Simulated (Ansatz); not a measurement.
ZrN:
```xyz
2
Lattice="0.0000 2.2626 2.2626 2.2626 0.0000 2.2626 2.2626 2.2626 0.0000" Properties=species:S:1:pos:R:3 pbc="T T T"
Zr     2.2626     2.2626     2.2626
N      0.0000     0.0000     0.0000
```

Relaxed with LDA. Special points in fractions of this cell's reciprocal vectors: Γ (0.000, 0.000, 0.000); X (0.500, 0.000, 0.500); U (0.625, 0.250, 0.625); K (0.375, 0.375, 0.750); L (0.500, 0.500, 0.500); W (0.500, 0.250, 0.750).

Q: List the band energies nearest the Fermi level at these points for the program Ansatz at the LDA level (PAW).

A: In eV from the Fermi level; about four levels below and three above (degenerate sets whole), none deeper than 8.9 eV; … stands for higher levels left out; points with the same levels are listed once.

```csv
k,below,above
Γ,-2.67 -2.67 -2.67 -0.43 -0.43 -0.43,…
X,-4.48 -3.66 -3.13 -3.13,3.57 4.84 4.84
U,-5.59 -4.70 -4.53 -0.73,3.60 3.90 5.63
L,-7.85 -5.87 -5.87,3.21 3.28 3.28
W,-5.57 -4.74 -4.74,1.08 1.08 4.85
```

Space group Fm-3m (rock salt). The LDA relaxation kept the symmetry of its start; of distortions, only those at the zone centre were tested. No spin polarisation was allowed. With an odd number of electrons in the cell and no spin polarisation, the count alone makes it a metal. Scalar-relativistic: spin–orbit coupling is off unless named, which matters more the heavier the elements.

Potentials: the earlier of the program's two PAW sets.
